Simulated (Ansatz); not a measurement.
# WS2 at a changed volume: Electric field gradients

The cell is an entry of the Crystallography Open Database (COD), relaxed with PBE at fixed cell and then changed (volume scaled by 1.02, ions relaxed).

Space group P6_3/mmc (No. 194); a = 3.1741, c = 12.4046 Å, γ = 120.00°.

| site | Wyckoff | site symmetry | x | y | z |
| --- | --- | --- | --- | --- | --- |
| W | 2c | -6m2 | 0.3333 | 0.6667 | 0.2500 |
| S | 4f | 3m. | 0.3333 | 0.6667 | 0.6234 |

One atom of each set is listed.

Computed with Ansatz: DFT, PBE, plane waves and PAW, scalar-relativistic, collinear spin, 420 eV cutoff, Γ-centred 16×16×4 k-points, Fermi–Dirac smearing 0.02 eV. Start moments as typed (μB): 2 on each W, none on the rest.

Conventions: |V_zz| ≥ |V_yy| ≥ |V_xx|, η = (V_xx − V_yy)/V_zz, C_Q = eQV_zz/h.

33S: I = 3/2, Q = -69.40 mb. Q values from Pyykkö, Mol. Phys. 116, 1328 (2018).

| site | atoms | first shell | V_zz (10²¹ V/m²) | η | C_Q (MHz) |
| --- | --- | --- | --- | --- | --- |
| W | 2 | 6 S at 2.41 Å | -17.47 | 0.00 | – |
| S | 4 | 3 W at 2.41 Å; also 7 S at 3.14–3.17 Å | -4.51 | 0.00 | 7.56 |

An axis of threefold or higher order runs through W and S, so V_zz lies along it and η is zero.

W has no stable isotope with a ground-state quadrupole moment in the table, so no C_Q is given.

Without spin–orbit coupling the gradients at and beside W can be off by some per cent, at some sites by more. The start moments die out, and the run ends without spin.

The relaxation (4 steps) took 82 s of wall time (82 s of CPU time) and 0.88 GiB at its peak, on 1 thread of Intel Xeon Platinum 8488C (Sapphire Rapids) (x86_64; 16 cores open to the job, memory cap 3.0 GiB, no GPU), a shared host with a load of 0.2 a core.
